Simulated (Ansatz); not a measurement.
Diamond alloy of Si and C (8 of 64 Si sites exchanged), 64 atoms

Ansatz, PAW, plane waves. PBEsol relaxation of volume and atoms (shape held) at the single k point (¼, ¼, ¼) without its symmetry partners; single points on the relaxed atoms at the single k point (¼, ¼, ¼) without its symmetry partners, onto which points of the small cell's zone fold. Arrangement: quasirandom. No spin–orbit coupling unless named.

Relaxed structure:

```
C Si
1.0
    10.32080    0.00000    0.00000
     0.00000   10.32080    0.00000
     0.00000    0.00000   10.32080
C Si
8 56
Direct
  0.01540 0.98869 0.99937
  0.46744 0.52721 0.98665
  0.47762 0.50064 0.50357
  0.25762 0.26014 0.49697
  0.26703 0.72856 0.98847
  0.25774 0.73720 0.50653
  0.36662 0.62105 0.90124
  0.13607 0.38569 0.87305
  0.01581 0.00378 0.50254
  0.02176 0.48869 0.98029
  0.00657 0.49790 0.50353
  0.49160 0.99612 0.00058
  0.49062 0.99904 0.50491
  0.11311 0.10821 0.10623
  0.14976 0.15452 0.61168
  0.14855 0.63345 0.10113
  0.14825 0.63702 0.62221
  0.62241 0.12842 0.12679
  0.62948 0.12455 0.63528
  0.59593 0.61233 0.10320
  0.58961 0.60533 0.61339
  0.23371 0.26793 0.98316
  0.74952 0.25427 0.99365
  0.74504 0.25853 0.50294
  0.75516 0.74534 0.00528
  0.73846 0.74308 0.49924
  0.38206 0.40150 0.10201
  0.37039 0.37906 0.60418
  0.35851 0.84803 0.10544
  0.35729 0.84773 0.61918
  0.88140 0.37872 0.12403
  0.87788 0.37189 0.64307
  0.90163 0.89002 0.10923
  0.87750 0.87526 0.62333
  0.24862 0.99060 0.24725
  0.24337 0.99466 0.74309
  0.25557 0.50530 0.25476
  0.25673 0.50372 0.77772
  0.75892 0.99953 0.23988
  0.76143 0.99982 0.76038
  0.73119 0.49796 0.24240
  0.73032 0.49943 0.74883
  0.35940 0.14553 0.38455
  0.36852 0.12903 0.86772
  0.37134 0.62350 0.40700
  0.87370 0.12500 0.37709
  0.91224 0.10872 0.89141
  0.87386 0.62323 0.36285
  0.87709 0.61798 0.86645
  0.00444 0.24265 0.24773
  0.03332 0.26712 0.76965
  0.01726 0.75248 0.24275
  0.00944 0.75401 0.75174
  0.49438 0.26656 0.24737
  0.49723 0.26223 0.74639
  0.48800 0.73962 0.25364
  0.46921 0.72078 0.77142
  0.14275 0.35767 0.38526
  0.15038 0.85094 0.39630
  0.13426 0.86784 0.89902
  0.59827 0.39874 0.39663
  0.59117 0.40473 0.89414
  0.62229 0.87821 0.36493
  0.62091 0.86545 0.87175
```

What are the mean bond lengths by pair (pairs within 1.2 times the sum of covalent radii, less contacts 15 % beyond the pair's median; cation–cation pairs of compounds aside; long ionic contacts are cut short by that bound)?

C–C 1.716 ± 0.044 Å (standard deviation, 2 bonds); C–Si 1.978 ± 0.055 Å (standard deviation, 28 bonds); Si–Si 2.335 ± 0.046 Å (standard deviation, 98 bonds).

What gap lies between the top filled and the lowest empty level in the single points?

r²SCAN 0.64 eV (8.4 s on NVIDIA H100). Away from Γ this isn't the crystal's band gap. An indirect band minimum needn't fold onto Γ of this cell; where it doesn't, these gaps are too wide.
